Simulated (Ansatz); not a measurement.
## SiO₂: do energies and stresses tell the same story?

These are results of DFT LDA, scalar-relativistic, plane waves, PAW (Ansatz 0.2.0), not measurements.

Settings: cutoff 420 eV, Γ-centred mesh 4×4×4 on the computed 18-atom cell, Gaussian smearing of 0.02 eV; no spin polarisation.

Relaxed cell: Im-3m, a = 8.911 Å, b = 8.911 Å, c = 8.911 Å, α = 90.00°, β = 90.00°, γ = 90.00°, 18 atoms in the primitive cell. This form isn't the usual stable structure of the compound.

Energies at zero smearing and pressures from the stress tensor, at volumes with shape and atoms relaxed:
```csv
V (Å³/atom),E − E(first) (meV/atom),P (GPa)
17.298,0.00,16.05
17.888,-50.73,11.53
18.477,-85.42,7.31
19.067,-105.07,3.44
19.657,-111.19,-0.05
20.246,-105.10,-3.18
20.836,-88.19,-5.96
21.622,-50.78,-9.18
```

Q: Check P = −dE/dV between neighbouring volumes, and get the bulk modulus from the pressures alone.

A: With 1 eV/Å³ = 160.2 GPa:
```
middle V (Å³/atom)  −ΔE/ΔV (GPa) mean P (GPa)
            17.593        13.782        13.792
            18.182         9.425         9.422
            18.772         5.339         5.377
            19.362         1.662         1.697
            19.951        -1.653        -1.615
            20.541        -4.594        -4.572
            21.229        -7.623        -7.571
```

The two differ by 0.05 GPa at most. The mean of two end pressures misses the average over a step by about ΔV² P″/12, up to 0.04 GPa here; with that taken off 0.03 GPa remains, from the finite cutoff, the mesh or the relaxation's tolerance. Around V = 19.657 Å³/atom, the two neighbours give B = −V ΔP/ΔV = 19.657 × 6.62 / 1.179 = 110.4 GPa, against B0 = 109.7 GPa from the Birch–Murnaghan fit of the energies.

Cost: 9 runs of about 6.2 core-minutes in all, on Oxide Virtual Turin-like Processor (Zen 5) (shared hosts).